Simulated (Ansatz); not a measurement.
The start is a generated cell, ZnCu2SnSe4 placed in the stannite structure type. A full variable-cell relaxation at zero pressure is run with PBEsol (plane waves to 420 eV, PAW, scalar-relativistic; Ansatz, a program for electronic structure). The first steps use a coarse 6×6×6 k-mesh.

The start:
```
ZnCu2SnSe4
1.0
   -2.86572     2.86572     5.62910
    2.86572    -2.86572     5.62910
    2.86572     2.86572    -5.62910
Cu Zn Se Sn
2 1 4 1
Direct
  0.25000   0.75000   0.50000
  0.75000   0.25000   0.50000
  0.00000   0.00000   0.00000
  0.37700   0.88700   0.00000
  0.11300   0.11300   0.49000
  0.62300   0.62300   0.51000
  0.88700   0.37700   0.00000
  0.50000   0.50000   0.00000
```

### Question
How do the shortest distances between atoms change?

### Answer
The closest pairs of elements (up to four, under 3.6 Å), start → end: Cu–Se 2.42 → 2.38 Å; Se–Zn 2.48 → 2.46 Å; Se–Sn 2.55 → 2.59 Å.

### Question
What band gap does the relaxed structure have at this level?

### Answer
No gap on the sampled points, where the bands overlap only slightly; such a result is sensitive to mesh and level.

### Question
Write out the relaxed structure.

### Answer

Space group I-42m (No. 121); a = 5.6618 Å, b = 5.6618 Å, c = 11.3053 Å, α = 90.00°, β = 90.00°, γ = 90.00°

```tsv
atom	site	symmetry	x	y	z
Cu	4d	-4..	0.0000	0.5000	0.2500
Zn	2a	-42m	0.0000	0.0000	0.0000
Se	8i	..m	0.2606	0.2606	0.3638
Sn	2b	-42m	0.0000	0.0000	0.5000
```
(The calculation used a cell of 8 atoms; values per cell refer to that cell.)

The space group stays I-42m (No. 121) (the run could not lower it); the end is AFLOW prototype A2BC4D_tI16_121_d_a_i_b (H2_6, as in FeCu2SnS4), with 8 atoms in the primitive cell. Final values are on a 8×8×8 k-mesh of the relaxed cell. No spin polarisation in the result.

The run could not lose the symmetry of its start.

The first start was generated by placing the elements on the sites of a structure type. A measured structure of ZnCu2SnSe4 has the same space group, I-42m (No. 121); the sites were not compared with it. Another known form has space group No. 82.
